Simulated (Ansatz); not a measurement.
NaI (rock salt)

```xyz
2
Lattice="0.0000 3.2645 3.2645 3.2645 0.0000 3.2645 3.2645 3.2645 0.0000" Properties=species:S:1:pos:R:3 pbc="T T T"
I      0.0000     0.0000     0.0000
Na     3.2645     3.2645     3.2645
```

The volume is varied about the relaxed value V₀ at fixed cell shape. Symmetry pins the atoms to their sites.

Computed with PBE (plane waves to 420 eV, PAW, scalar-relativistic; Ansatz, a program for electronic structure). k mesh 9×9×9 (Γ-centred), Fermi-Dirac smearing 0.05 eV. E stands for the smeared free energy. Compression counts positive. NaI was relaxed with its symmetry unable to fall. Spin-orbit coupling is left out, though I is heavy. The zero of ΔE is the relaxed starting cell.

```json
[
 {"V (Å³/atom)": "31.311", "ΔE (meV/atom)": "20.1"},
 {"V (Å³/atom)": "32.007", "ΔE (meV/atom)": "12.3"},
 {"V (Å³/atom)": "32.703", "ΔE (meV/atom)": "6.7"},
 {"V (Å³/atom)": "33.399", "ΔE (meV/atom)": "2.8"},
 {"V (Å³/atom)": "34.094", "ΔE (meV/atom)": "0.7"},
 {"V (Å³/atom)": "34.790", "ΔE (meV/atom)": "0.0"},
 {"V (Å³/atom)": "35.486", "ΔE (meV/atom)": "0.6"},
 {"V (Å³/atom)": "36.182", "ΔE (meV/atom)": "2.4"},
 {"V (Å³/atom)": "36.878", "ΔE (meV/atom)": "5.3"},
 {"V (Å³/atom)": "37.573", "ΔE (meV/atom)": "9.1"},
 {"V (Å³/atom)": "38.269", "ΔE (meV/atom)": "withheld"}
]
```

Task: Fit a third-order Birch-Murnaghan form (E₀, V₀, B₀, B₀′ free) to the given rows and predict ΔE at V = 38.269.

Result: Least squares on the 10 given rows: ΔE = E₀ + (9V₀B₀/16)·y²·[2 + (B₀′ − 4)y], y = (V₀/V)^(2/3) − 1, with V₀ = 34.793 Å³/atom, B₀ = 15.18 GPa (160.2 GPa = 1 eV/Å³; the term in eV is multiplied by 1000), B₀′ = 4.60, E₀ = -0.02 meV/atom; root-mean-square residual 0.03 meV/atom. At 38.269 the fit gives 13.8 meV/atom; the calculation gives 13.7 meV/atom, so the extrapolation is off by 0.1 (+0.7 %). For the pressure the fit gives -1.16 GPa against the computed -1.15 GPa.

(Under strain, the slope of the energy per volume gives the stress and its curvature an elastic modulus.)
